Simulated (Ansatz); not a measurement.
Cs₃HSe₂O₈:
```cif
data_HCs3O8Se2
_chemical_formula_sum 'Cs3 H1 Se2 O8'
_space_group_name_H-M_alt 'P 1'
_space_group_IT_number 1
_cell_length_a 6.13784
_cell_length_b 6.13784
_cell_length_c 8.18659
_cell_angle_alpha 70.863
_cell_angle_beta 109.137
_cell_angle_gamma 119.519
loop_
_space_group_symop_operation_xyz
  'x, y, z'
loop_
_atom_site_label
_atom_site_type_symbol
_atom_site_fract_x
_atom_site_fract_y
_atom_site_fract_z
_atom_site_occupancy
Cs1 Cs 0.80144 0.19856 0.39394 1
Cs2 Cs 0.19856 0.80144 0.60606 1
Cs3 Cs 0.00000 0.00000 0.00000 1
H1 H 0.50000 0.50000 0.00000 1
Se1 Se 0.57284 0.42716 0.76162 1
Se2 Se 0.42716 0.57284 0.23838 1
O1 O 0.71690 0.28310 0.73312 1
O2 O 0.28310 0.71690 0.26688 1
O3 O 0.60922 0.39078 0.98335 1
O4 O 0.39078 0.60922 0.01665 1
O5 O 0.26389 0.29743 0.68530 1
O6 O 0.73611 0.70257 0.31470 1
O7 O 0.29743 0.26389 0.31470 1
O8 O 0.70257 0.73611 0.68530 1
```

Relaxed with LDA.

Which orbitals make up the states near the band edges in LDA (plane waves, PAW; program Ansatz)?

Top 1 eV of the valence band: O 2p 96 %. Bottom 1 eV of the conduction band: O 2p 45 %, Se 4s 26 %, Cs 6s 12 %, O 2s 8 %, outside the projected shells 5 %. Projections are on Löwdin-orthogonalised atomic valence shells; empty p or d shells of many metals are not among them.

Tabulate the density of states.

States/eV per cell of 14 atoms, in 0.25 eV bins, energy from the valence-band maximum.

```tsv
E (eV)	total	O 2p	Cs 5p	Se 4p
-7.85	0.00	0.00	0.00	0.00
-7.60	0.00	0.00	0.00	0.00
-7.35	0.00	0.00	0.00	0.00
-7.10	0.00	0.00	0.00	0.00
-6.85	0.00	0.00	0.00	0.00
-6.60	1.43	0.74	0.23	0.18
-6.35	6.57	3.58	0.70	0.87
-6.10	7.08	2.09	4.09	0.52
-5.85	10.33	2.52	6.72	0.58
-5.60	10.50	2.48	6.64	0.67
-5.35	12.63	2.70	8.59	0.72
-5.10	20.90	3.05	16.36	0.68
-4.85	11.51	1.53	9.01	0.40
-4.60	13.53	5.52	4.65	1.81
-4.35	9.29	3.95	2.93	1.27
-4.10	12.93	4.98	4.73	1.69
-3.85	3.30	1.14	1.35	0.43
-3.60	0.60	0.41	0.04	0.05
-3.35	6.16	4.15	0.56	0.47
-3.10	1.25	0.82	0.14	0.09
-2.85	0.00	0.00	0.00	0.00
-2.60	0.00	0.00	0.00	0.00
-2.35	0.00	0.00	0.00	0.00
-2.10	2.54	2.33	0.05	0.00
-1.85	4.21	3.77	0.16	0.02
-1.60	18.24	16.60	0.65	0.14
-1.35	20.16	18.19	1.12	0.17
-1.10	20.56	18.56	1.17	0.24
-0.85	6.37	5.95	0.16	0.13
-0.60	10.52	10.01	0.22	0.06
-0.35	22.23	21.58	0.33	0.02
-0.10	15.18	14.73	0.27	0.01
0.15	0.00	0.00	0.00	0.00
0.40	0.00	0.00	0.00	0.00
0.65	0.00	0.00	0.00	0.00
0.90	0.00	0.00	0.00	0.00
1.15	0.00	0.00	0.00	0.00
1.40	0.00	0.00	0.00	0.00
1.65	0.00	0.00	0.00	0.00
1.90	0.00	0.00	0.00	0.00
2.15	0.00	0.00	0.00	0.00
2.40	0.00	0.00	0.00	0.00
2.65	0.00	0.00	0.00	0.00
2.90	0.00	0.00	0.00	0.00
3.15	0.00	0.00	0.00	0.00
3.40	0.00	0.00	0.00	0.00
3.65	0.00	0.00	0.00	0.00
3.90	0.00	0.00	0.00	0.00
4.15	0.19	0.07	0.00	0.00
4.40	0.62	0.23	0.01	0.00
4.65	1.41	0.59	0.02	0.00
4.90	5.41	2.57	0.06	0.02
5.15	8.10	4.05	0.05	0.04
5.40	0.27	0.14	0.00	0.00
5.65	0.00	0.00	0.00	0.00
5.90	0.00	0.00	0.00	0.00
6.15	0.00	0.00	0.00	0.00
6.40	0.96	0.14	0.01	0.15
6.65	2.51	0.41	0.01	0.53
6.90	9.46	1.91	0.03	2.72
7.15	8.27	1.48	0.03	2.25
7.40	10.18	1.75	0.03	2.78
7.65	10.16	1.69	0.04	2.84
7.90	9.11	1.46	0.03	2.45
8.15	7.31	1.11	0.02	1.69
8.40	7.62	1.06	0.02	1.47
8.65	10.52	1.10	0.03	1.39
8.90	11.58	0.97	0.04	1.14
```

Space group C2/m. The first step of the workflow began from a Materials Project structure, measured or hypothetical; the Crystallography Open Database files this formula in space group No. 12, but the cells were not matched. Whether it is the stable phase at ambient conditions was not checked. The LDA relaxation kept the symmetry of its start; of distortions, only those at the zone centre were tested, and some modes there are weakly imaginary. Scalar-relativistic: spin–orbit coupling is off unless named, which matters more the heavier the elements.

Potentials: the later of the program's two PAW sets.
